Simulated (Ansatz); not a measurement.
## Mechanical response of YIn (Pm-3m)

```
Y In
1.0
     3.70645    0.00000    0.00000
     0.00000    3.70645    0.00000
     0.00000    0.00000    3.70645
Y In
1 1
Direct
  0.50000 0.50000 0.50000
  0.00000 0.00000 0.00000
```

Level of theory, where no other is named: PBEsol, all-electron LAPW in Ansatz 0.2.0, scalar-relativistic. k mesh 12×12×12, Fermi-Dirac smearing of 0.050 eV, basis error target 1 meV/atom. The cell was relaxed by PAW under this functional, which moved its volume by -8 % from the database entry's.

The cell is cubic and carries a residual pressure of 0.00 GPa at this level. Each strain component that symmetry leaves independent is applied at ±0.005, the ions relax wherever a strain frees them, and the stress (tension positive, GPa) is read. Shears are engineering strains, γ = 2ε.

```tsv
strain	size	σxx	σyy	σzz	σyz	σxz	σxy
xx	-0.005	-0.3562	-0.2998	-0.2998	0.0000	0.0000	0.0000
xx	+0.005	0.3489	0.2968	0.2968	0.0000	0.0000	0.0000
yz	-0.005	0.0001	-0.0002	-0.0002	-0.2665	0.0000	0.0000
yz	+0.005	0.0001	-0.0002	-0.0002	0.2665	0.0000	0.0000
```

A central difference gives one constant, for example C11 ≈ (0.3489 − (-0.3562))/(0.01) = 70.5 GPa; the program then imposes the crystal's symmetry on the whole matrix.

Problem. What are the independent elastic constants?

Solution. C11 = 70.5, C12 = 59.7, C44 = 53.3 GPa.

Problem. Do they meet the Born conditions?

Solution. C11 − C12 = 10.8, C11 + 2C12 = 189.8 and C44 = 53.3 GPa must all be positive, so the crystal is elastically stable; that says nothing yet of its phonons.

Problem. What moduli does a random aggregate of grains have?

Solution. B = (C11 + 2C12)/3 = 63.3 GPa. G_V = (C11 − C12 + 3C44)/5 = 34.1 and G_R = 5(C11 − C12)C44/(4C44 + 3(C11 − C12)) = 11.8, so G_H = 23.0 GPa. Then E = 9BG/(3B + G) = 61.4 GPa, ν = (3B − 2G)/(6B + 2G) = 0.338 and B/G = 2.76, on the ductile side of Pugh's 1.75 (a rule of thumb).

Problem. With the density of 6.644 g/cm³, how fast does sound travel, and what Debye temperature follows?

Solution. 

```csv
direction,slow (m/s),middle (m/s),fast (m/s)
[100],2832,2832,3258
[110],904,2832,4221
[111],1794,1794,4497
```

The mean of v⁻³ over directions and branches gives v_m = 1902 m/s and θ_D = (ħ/k_B) v_m (6π²n)^(1/3) = 192 K, n being atoms per volume. Young's modulus spans 16 to 125 GPa over directions, and the universal anisotropy index is 9.51.

Problem. How far do the constants move if PAW replaces LAPW in the same cell?

Solution. 

| constant | LAPW (GPa) | PAW (GPa) | difference |
| --- | --- | --- | --- |
| C11 | 70.5 | 70.4 | -0.1 |
| C12 | 59.7 | 59.7 | 0.0 |
| C44 | 53.3 | 53.3 | 0.0 |

Problem. What happens at 30 GPa (cell relaxed there)?

Solution. The volume falls to 0.7671 of its value, and C11 = 197.4, C12 = 168.7, C44 = 118.1 GPa (slopes of the stress), in this structure whether or not another phase takes over.

Known limits: responses of metals move with mesh and smearing; the frozen-core PAW files of the compared runs were fitted under PBE, their cores solved anew for this functional.
